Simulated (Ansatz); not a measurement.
LiF (rock salt)

```
LiF
1.0
    0.00000     3.99020     3.99020
    1.99510     1.99510     3.99020
    1.99510     1.99510     0.00000
F Li
2 2
Direct
  0.00000   0.00000   0.00000
  0.50000   0.00000   0.00000
  0.00000   0.50000   0.50000
  0.50000   0.50000   0.50000
```

A phonon eigenvector at X = (0.5, 0.5, 0.0) is frozen into this cell: atom i moves by Q times the vector below, so Q is the largest atomic displacement, in Å. The cell is held. It is one choice among 2 degenerate patterns. (q is in reciprocal vectors of the primitive cell; the cell shown is doubled to hold the pattern.)

| atom | x | y | z |
|---|---|---|---|
| F1 | 0.000 | -0.229 | 0.000 |
| F2 | 0.000 | 0.229 | 0.000 |
| Li3 | 0.000 | -1.000 | 0.000 |
| Li4 | 0.000 | 1.000 | 0.000 |

Method: r2SCAN (plane waves to 500 eV, PAW, scalar-relativistic; Ansatz, a program for electronic structure). k mesh 14×14×14 (Γ-centred), Fermi-Dirac smearing 0.05 eV. The energy includes the smearing's −TS. LiF was relaxed with its symmetry unable to fall. The zero of ΔE is the undisplaced structure.

Give the computed ΔE (eV/cell) at Q (Å) = -0.180, -0.150, -0.060, -0.030, 0.030, 0.060, 0.150, 0.180.


```csv
Q (Å),ΔE (eV/cell)
-0.180,0.1418
-0.150,0.0936
-0.060,0.0135
-0.030,0.0033
0.030,0.0033
0.060,0.0135
0.150,0.0936
0.180,0.1418
```

(For displaced atoms, the force is minus the slope of the energy, and its curvature is a force constant, which sets phonon frequencies.)
